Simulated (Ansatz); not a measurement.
**Mg3CdTe4: a bulk modulus from differences**

The cell was found from a structure generator's guess, not taken from experiment.

Level of theory: DFT PBE, scalar-relativistic, plane waves, PAW in Ansatz 0.2.0. Plane waves to 420 eV, a 6×6×2 mesh through Γ for the 8-atom cell and 0.02 eV Gaussian smearing; no spin polarisation.

```
Mg Cd Te
1.0
     4.63180    0.00000    0.00000
     0.00000    4.63180    0.00000
     0.00000    0.00000   13.01950
Mg Cd Te
3 1 4
Direct
  0.50000 0.50000 0.25217
  0.00000 0.00000 0.50000
  0.50000 0.50000 0.74783
  0.00000 0.00000 0.00000
  0.50000 0.00000 0.37607
  0.00000 0.50000 0.62393
  0.50000 0.00000 0.87094
  0.00000 0.50000 0.12906
```

The cell was set to several volumes, with shape and atoms relaxed at each where symmetry leaves them free. Pressure is positive in compression, and energies count from the lowest row.

```csv
row,V (Å³/atom),P (GPa),ΔE (meV/atom),gap on mesh (eV)
1,30.725,5.73,66.9,2.27
2,31.772,3.94,35.4,2.14
3,32.819,?,?,?
4,33.867,1.10,3.5,1.89
5,34.914,-0.01,0.0,1.78
6,35.962,-0.96,3.2,1.67
7,37.009,-1.77,12.2,1.56
8,38.406,-2.66,31.6,1.43
```

Question: Find B = −V·ΔP/ΔV from rows 4 and 6 and from rows 1 and 2, and from the two its slope B′ and its value B0 at zero pressure.

Answer: Rows 4 and 6 give −(33.867 + 35.962)/2 × (-0.96 − (1.10))/(35.962 − 33.867) = 34.3 GPa at a mean pressure of 0.07 GPa. Rows 1 and 2 give −(30.725 + 31.772)/2 × (3.94 − (5.73))/(31.772 − 30.725) = 53.4 GPa at a mean pressure of 4.83 GPa. So B′ = (53.4 − 34.3)/(4.83 − (0.07)) = 4.01 and B0 = 34.3 − 4.01 × (0.07) = 34.0 GPa. A third-order Birch–Murnaghan fit to all the energies gives B0 = 34.2 GPa and B′ = 4.3.

Question: Estimate the pressure and energy of row 3.

Answer: From row 5, V0 = 34.914 × (1 + (-0.01)/34.0) = 34.904 Å³/atom. Murnaghan's form P = (B0/B′)·[(V0/V)^B′ − 1] gives (34.0/4.01) × [(34.904/32.819)^4.01 − 1] = 2.38 GPa; the computed pressure is 2.41 GPa, so the estimate is off by -0.03 GPa. The work of compression from row 4, with the mean of the two pressures, gives ΔE = 3.5 + (2.38 + 1.10)/2 × (33.867 − 32.819)/160.2 × 1000 = 14.9 meV/atom (1 eV/Å³ = 160.2 GPa); the computed value is 14.8 meV/atom.

Question: Fit the gap against pressure through the other rows and estimate it at the computed pressure of row 3.

Answer: Over the 7 rows the mean pressure is 0.7671 GPa and the mean gap is 1.820 eV. The sums of products of deviations are S_xx = 56.58 and S_xy = 5.558, so the slope is 5.558/56.58 = 0.09823 (r = 0.99, rms misfit 0.03 eV). At 2.41 GPa the line gives 1.820 + (0.09823) × (2.41 − 0.7671) = 1.98 eV. The computed value is 2.01 eV, so the line is off by -0.03 eV, less than the largest miss among the fitted rows (0.05 eV).

These runs have no spin–orbit coupling, which can matter for Te. Kohn–Sham gaps at this level usually fall short of measured ones. The missing spin–orbit coupling can work the other way here. All volumes keep the k mesh of the relaxed cell. A later test with randomly moved atoms came back to the same energy, though modes that don't fit the test's cell weren't probed.
